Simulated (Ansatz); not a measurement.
AlGa3As4:
```
CELL_PARAMETERS angstrom
      4.01056     0.00000     0.00000
      0.00000     4.01056     0.00000
      0.00000     0.00000    11.32561
ATOMIC_POSITIONS crystal
  Ga 0.00000 0.00000 0.75028
  As 0.50000 0.00000 0.87517
  Ga 0.50000 0.50000 0.00000
  As 0.00000 0.50000 0.12483
  Ga 0.00000 0.00000 0.24972
  As 0.50000 0.00000 0.37516
  Al 0.50000 0.50000 0.50000
  As 0.00000 0.50000 0.62484
```

Relaxed with r²SCAN.

### Question
Give the Bader charges and basin volumes of the independent atoms, r²SCAN (plane waves, PAW; program Ansatz).

### Answer


```tsv
atom	Bader charge (e)	Bader volume (Å³)
Ga1	+0.78	16.6
As2	-0.77	28.8
Ga3	+0.77	16.6
As6	-1.43	33.6
Al7	+2.08	7.4
```

Space group P-4m2. The start of the workflow was typed in or built on a structure type; neither database checked (COD, Materials Project) lists it. Whether it is the stable phase at ambient conditions was not checked. The r²SCAN relaxation kept the symmetry of its start; its stability against distortions is not shown here.

Potentials: the earlier of the program's two PAW sets. The files were generated under PBE; for other functionals the program regenerates the frozen cores, and for LDA and PBEsol the local potential too.
